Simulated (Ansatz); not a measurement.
## MgScAlO4: the gap against volume

MgScAlO4, R3m, a = 3.240 Å, c = 24.827 Å. The structure is a Materials Project entry; whether it is the stable form wasn't checked. Ansatz: PBEsol, PAW, 420 eV, Γ-centred 12×12×12 mesh on 7 atoms, Gaussian smearing 0.02 eV; no spin polarisation. Shape and atoms are relaxed at each volume; x = ln(V/V0) with V0 = 10.745 Å³/atom. The gap is read at the mesh points alone.

```tsv
x	gap y (eV)
-0.0619	?
-0.0305	4.465
0.0000	4.265
0.0296	4.071
0.0583	3.884
```

**Question.** Fit a straight line to the other rows, give the volume deformation potential of the gap and its pressure coefficient, and predict the missing gap. B0 = 172.8 GPa.

**Answer.** Means x = 0.01435, y = 4.1712; Σ(Δx)² = 0.004382, ΣΔxΔy = -0.02867; the slope is their ratio. y = 4.2652 − 6.5440 x. The slope is the deformation potential a = dE_g/d ln V = -6.54 eV, and dE_g/dP = −a/B0 = 37.9 meV/GPa. At x = -0.0619 the fit asked for gives 4.670 eV. The run gave 4.672 eV, so the fit is 0.002 eV too low, a small miss on the scale of the series. The form still works here, 35 % of the fitted range beyond its end.

Semilocal functionals give gaps under the measured ones; changes of the gap mostly carry over better.

Cost: 5 runs of about 7.3 core-minutes in all, on AMD EPYC 9R45 (Zen 5) (shared hosts).